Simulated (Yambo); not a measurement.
G0W0@LDA for Ba3ZnN2O (space group P4/mmm, No. 123) in Yambo. Reference settings: 4×4×1 Γ-centred k mesh, bands 5 to 235 and a 7 Ry block in the screening, 235 bands in G with the Bruneval-Gonze terminator, plasmon pole fitted at 27.2 eV. The LDA gap Γ → Γ on this mesh is 0.81 eV; G0W0 gaps are taken between the same points.

With and without the terminator, as bands are cut:

```csv
bands in G (in W),"gap, terminator (eV)","gap, none (eV)","valence shift, terminator (eV)","valence shift, none (eV)"
62 (62),1.808,1.609,0.225,0.684
93 (93),1.615,1.424,0.061,0.486
134 (134),1.569,1.403,-0.107,0.226
184 (184),1.538,1.392,-0.183,0.079
235 (235),1.535,1.414,-0.233,-0.029
```

Over this range the gap spans 0.273 eV with the terminator and 0.217 eV without, the valence shift 0.458 eV and 0.713 eV. Neither column has reached its limit for certain.

Geometry of the Materials Project entry, not relaxed at this level; primitive cell a = b = 4.150 Å, c = 9.293 Å, α = β = γ = 90.00°.

The structure is a Materials Project entry; no match was found in the copy of COD used, and its stability was not checked.

A shift is the quasiparticle energy of the state minus its LDA energy.
